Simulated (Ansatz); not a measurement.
Starting cell, BaGaGeH (space group P3m1):

```
CELL_PARAMETERS angstrom
      4.30636     0.00000     0.00000
     -2.15318     3.72942     0.00000
      0.00000     0.00000     5.09325
ATOMIC_POSITIONS crystal
  Ba 0.33333 0.66667 0.99969
  Ga 0.00000 0.00000 0.54674
  Ge 0.66667 0.33333 0.44647
  H  0.00000 0.00000 0.88699
```

In this cell atom 3 (Ge, nearest neighbour Ga at 2.538 Å; its periodic images, 4.3 Å or more away, move with it) is moved by s towards the nearest neighbour, unit vector (0.000, 0.980, 0.201); all other atoms and the cell stay fixed.

All values below come from PBEsol (plane waves to 420 eV, PAW, scalar-relativistic; Ansatz, an electronic-structure program). k mesh 7×7×5 (Γ-centred), Fermi-Dirac smearing 0.05 eV. E stands for the smeared free energy. BaGaGeH was relaxed with its symmetry unable to fall. The zero of ΔE is the undisplaced structure.

Successive frames, forces in eV/Å:

| frame | ΔE (eV/cell) | F on Ba1 | F on Ga2 | F on Ge3 | F on H4 |
|---|---|---|---|---|---|
| s = -0.100 Å | 0.0371 | (0.000, -0.114, -0.034) | (0.000, -0.546, 0.007) | (0.000, 0.726, 0.049) | (0.000, -0.067, -0.021) |
| s = -0.050 Å | 0.0096 | (0.000, -0.054, -0.013) | (0.000, -0.290, -0.003) | (0.000, 0.378, 0.029) | (0.000, -0.034, -0.013) |
| s = 0.000 Å | 0.0000 | (0.000, 0.000, 0.003) | (0.000, 0.000, -0.002) | (0.000, 0.000, 0.003) | (0.000, 0.000, -0.004) |

What are the energy and the forces in the next frame, s = 0.050 Å?

ΔE (eV/cell) = 0.0101.

| atom | Fx | Fy | Fz |
|---|---|---|---|
| Ba1 | 0.000 | 0.049 | 0.015 |
| Ga2 | 0.000 | 0.328 | 0.011 |
| Ge3 | 0.000 | -0.413 | -0.032 |
| H4 | 0.000 | 0.037 | 0.006 |

(For displaced atoms, the force is minus the slope of the energy, and its curvature is a force constant, which sets phonon frequencies.)
